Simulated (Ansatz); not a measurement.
K2BrF as one 4-atom ordering (R-3m) on the rocksalt lattice, relaxed with r2SCAN, was run in Ansatz 0.2.0 under altered settings. All numbers are computed, without spin polarisation but where a row says otherwise.

```yaml
crystal:
  lattice:
    - [2.08908, 1.20613, 6.96829]
    - [-2.08908, 1.20613, 6.96829]
    - [0.00000, -2.41226, 6.96829]
  atoms:
    - { symbol: F, position: [0.00000, 0.00000, 0.00000] }
    - { symbol: Br, position: [0.50000, 0.50000, 0.50000] }
    - { symbol: K, position: [0.26714, 0.26714, 0.26714] }
    - { symbol: K, position: [0.73286, 0.73286, 0.73286] }
```

The base run's other keys:
```yaml
kpoints:
  mp_grid: { grid: [4, 4, 4] }
hamiltonian:
  xc: hse06
scf:
  occupations: { method: fixed }
  n_extra_bands: 5
```

It takes 13 iterations with 2033 plane waves at 420 eV and 13 k points, and leaves a mean stress of +0.62 GPa. The gap over this mesh is 5.360 eV. It ran on 4 threads of Arm Neoverse N1, with other jobs on the host.

Outcomes, with energy and stress as changes against the base:
```
                                  setting    outcome  ΔF (meV/atom)  Δ mean stress (GPa)  gap on the mesh (eV)  iterations  wall time
PBE hybrid, exx coeff 0.35, omega 0.3 1/Å  converged              –                 -0.2                 5.527          13       33 s
                  basis.ecutrho_ratio: 12  converged            0.0                  0.0                 5.360          13       37 s
```
A dash marks a value that wasn't obtained or can't be compared. Stress is positive in compression. The base took 35 s.

- PBE hybrid, exx coeff 0.35, omega 0.3 1/Å. That is 35 % exact exchange, screened with ω = 0.3 1/Å, against HSE06's 25 % screened at 0.208 1/Å. The mean stress moves by -0.2 GPa and the gap on the mesh by +0.166 eV (to 5.527). Totals of different functionals aren't comparable.

Within 1 meV an atom, 0.1 GPa and 0.005 eV of the base stay: basis.ecutrho_ratio: 12.

The runs are scalar-relativistic, without spin-orbit coupling.

The program warns that its thresholds are loose for a hybrid's stress.
